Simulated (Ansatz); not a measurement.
Theory: DFT PBE, scalar-relativistic, plane waves, PAW (Ansatz 0.2.0). All cells share a 420 eV cutoff and Γ-centred k meshes spaced at most about 0.3 Å⁻¹ (about 0.25 or finer for metals, 2π included). No spin polarisation in the final relaxations.

These are static total energies at zero pressure.

Compare these two cells of GaP2, each relaxed at this level.

A.

```
Ga P
1.0
     3.37935    0.00000    0.00000
     0.00000    3.37935    0.00000
     0.00000    0.00000    4.90967
Ga P
1 2
Direct
  0.00000 0.00000 0.00000
  0.50000 0.50000 0.71223
  0.50000 0.50000 0.28777
```

B.

```
Ga P
1.0
     3.39520    0.00000    0.00000
     0.00000    3.39520    0.00000
     0.00000    0.00000    4.76042
Ga P
1 2
Direct
  0.00000 0.00000 0.00000
  0.50000 0.00000 0.55834
  0.00000 0.50000 0.44166
```

Question: Which would you expect to be lower, and how large is the difference?

Answer: B is lower, by 51 meV/atom. A has space group P4/mmm (No. 123), 18.7 Å³/atom and no gap on its mesh; B has space group P-4m2 (No. 115), 18.3 Å³/atom and no gap. Counting P atoms around Ga (those within 1.25 times the shortest such distance or 1.15 times the sum of covalent radii, 1.27 where that leaves under three; a plus sign parts nearer from farther groups; the shortest distance is added where it exceeds 1.18 times the sum of covalent radii), A has Ga 8 from 2.8 Å and B has Ga 4+4 from 2.7 Å. A holds P–P pairs (shortest 2.08 Å); in B the shortest P–P distance is 2.46 Å, near bonding range too. Even the lower one lies +0.23 eV/atom against the reference forms of the elements (uncorrected), so neither is stable at this level. Both come from invented guesses. A third cell relaxed alike, in Pmc2_1, lies 157 meV/atom below the lower of the two; the P-4m2 cell fell into it when its atoms were moved at random.

In P4/mmm, P-4m2 an odd number of electrons in the primitive cell allows no gap without spin; a larger cell or a magnetic state could open one. A magnetic state wasn't ruled out in cells without spin, among them P4/mmm, P-4m2. Cells relaxed within their symmetry can be saddle points.
